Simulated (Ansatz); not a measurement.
WC (WC type, space group P-6m2)

```yaml
crystal:
  lattice:
    - [2.89847, 0.00000, 0.00000]
    - [-1.44924, 2.51015, 0.00000]
    - [0.00000, 0.00000, 2.82774]
  atoms:
    - { symbol: W, position: [0.00000, 0.00000, 0.00000] }
    - { symbol: C, position: [0.66667, 0.33333, 0.50000] }
```

E(V) scan at fixed shape, V₀ the volume above. Symmetry pins the atoms to their sites.

These are PBEsol (plane waves to 420 eV, PAW, scalar-relativistic; Ansatz, a first-principles code) values and carry that method's errors. k mesh 19×19×17 (Γ-centred), Fermi-Dirac smearing 0.05 eV. E stands for the smeared free energy. Stress and pressure are positive under compression. With the shape held, the modulus is that of even scaling; a crystal free to change shape is softer. Spin-orbit coupling is left out, though W is heavy. WC is run without spin polarisation. WC was relaxed with its symmetry unable to fall. ΔE is measured from the relaxed starting cell. The last digit holds for this mesh only.

```tsv
V (Å³/atom)	ΔE (meV/atom)
8.641	454.1
8.970	273.0
9.299	144.5
9.628	60.6
9.958	14.3
10.287	0.0
10.616	12.7
10.945	48.3
11.274	103.3
11.603	174.5
11.933	withheld
```

Fit a third-order Birch-Murnaghan form (E₀, V₀, B₀, B₀′ free) to the given rows and predict ΔE at V = 11.933.

Least squares on the 10 given rows: ΔE = E₀ + (9V₀B₀/16)·y²·[2 + (B₀′ − 4)y], y = (V₀/V)^(2/3) − 1, with V₀ = 10.288 Å³/atom, B₀ = 409.3 GPa (160.2 GPa = 1 eV/Å³; the term in eV is multiplied by 1000), B₀′ = 4.15, E₀ = 0.05 meV/atom; root-mean-square residual 0.09 meV/atom. At 11.933 the fit gives 260.3 meV/atom; the calculation gives 259.4 meV/atom, so the extrapolation is off by 0.9 (+0.3 %). For the pressure the fit gives -44.7 GPa against the computed -44.3 GPa.

(A scan under strain: stresses follow from slopes of the energy per volume, elastic moduli from its curvatures.)
